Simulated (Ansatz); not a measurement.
According to r²SCAN in the plane-wave PAW code Ansatz, AgAu in the L1₀ or tetragonal B2 structure (P4/mmm) relaxes to a = 2.881 Å, c = 4.185 Å. Ag has 12 nearest neighbours from 2.88 Å (cuboctahedral); Au has 12 nearest neighbours from 2.88 Å (cuboctahedral). Against the elements it lies at -0.078 eV/atom, with no fitted shifts.

Electronic character: metallic (no gap). Gap from r²SCAN with spin–orbit coupling: none (metallic).

The bulk modulus is 126 GPa. Bader charges are Ag +0.22, Au -0.22 e.

The start of the workflow was typed in or built on a structure type; neither database checked (COD, Materials Project) lists it. Whether it is the stable phase at ambient conditions was not checked. The r²SCAN relaxation kept the symmetry of its start; its stability against distortions is not shown here. The run is not spin-polarised. Axis ratios of metals converge slowly with the k-mesh, so a and c are less sure than the volume. The references are the lowest solids computed at this level, not always the standard phases. Spin–orbit coupling is left out wherever it is not named.

Potentials: the earlier of the program's two PAW sets.
